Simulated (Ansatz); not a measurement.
Consider the following.

NbRu:
```
NbRu
1.0
    1.60659    -2.26257     0.00000
    1.60659     2.26257     0.00000
    0.00000     0.00000     4.16163
Nb Ru
1 1
Direct
  0.00000   0.00000   0.00000
  0.50000   0.50000   0.50000
```

This is the LDA-relaxed structure. x, y and z are the axes in which the lattice vectors are written.

All from LDA (plane waves, PAW; program Ansatz), unless another level is named. Give the Debye temperature from the elastic constants.

353 K.

Next, the elastic constants (relaxed ions, GPa)?

C11 = 306, C22 = 378, C33 = 395, C12 = 174, C13 = 303, C23 = 164, C44 = 78.4, C55 = 99.1, C66 = 110.

Space group Cmmm. The first step of the workflow began from a Materials Project structure, measured or hypothetical; the Crystallography Open Database copy checked does not list it. COD files the formula under space group No. 123, 221. With Nb and Ru taken as one species the cell has the higher symmetry I4/mmm, so it may be an ordered model of a mixed-site phase. Its standing as an ambient phase is unchecked. The cell keeps a stress of up to 0.2 GPa. Symmetry was held in the LDA relaxation; whether a distortion lowers the energy is not shown. No spin polarisation was allowed. As this level gives no gap, shear constants depend on the k-mesh and smearing (Fermi–Dirac, 0.1 eV here). On the denser mesh and wider smearing of the elastic run this cell carries a stress of 0.5 GPa.

Potentials: the later of the program's two PAW sets.
